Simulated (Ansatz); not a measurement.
Total density of states per atom from r²SCAN in the plane-wave PAW code Ansatz, in 0.25 eV bins, energy from the Fermi level:

```
E (eV)  states/eV/atom
------  --------------
-7.85             0.00
-7.60             0.00
-7.35             0.00
-7.10             0.00
-6.85             0.00
-6.60             0.10
-6.35             0.37
-6.10             0.40
-5.85             0.41
-5.60             0.38
-5.35             0.36
-5.10             0.37
-4.85             0.33
-4.60             0.27
-4.35             0.24
-4.10             0.23
-3.85             0.30
-3.60             0.40
-3.35             0.77
-3.10             0.77
-2.85             0.50
-2.60             0.59
-2.35             0.65
-2.10             0.66
-1.85             0.62
-1.60             0.47
-1.35             0.24
-1.10             0.10
-0.85             0.11
-0.60             0.18
-0.35             0.23
-0.10             0.32
0.15              0.41
0.40              0.35
0.65              0.61
0.90              0.61
1.15              0.82
1.40              1.03
1.65              1.94
1.90              3.98
```

Task: Which of these materials gives this?
A) YGe2Ru2, I4/mmm (Y on 2a, Ge on 4e, Ru on 4d)
B) AlSiNi6, P4/mmm (Pearson symbol tP8)
C) AlRu, CsCl type
D) LaAl2Ge2, P-3m1 (La on 1a, Al on 2d, Ge on 2d)

Result: D, LaAl2Ge2, P-3m1 (La on 1a, Al on 2d, Ge on 2d). Within 0.5 eV of the Fermi level: La 5d 42 %, Al 3p 16 %, Ge 4p 15 %, Al 3s 11 %, La 4f 7 %. Projections are on Löwdin-orthogonalised atomic valence shells; empty p or d shells of many metals are not among them.

The first step of the workflow began from a Materials Project structure, measured or hypothetical; the Crystallography Open Database files this formula in space group No. 164, but the cells were not matched. Its standing as an ambient phase is unchecked. The cell was relaxed with r²SCAN under the symmetry of its start; its stability against distortions is not shown here. Spin–orbit coupling is left out wherever it is not named.

Potentials: the later of the program's two PAW sets.
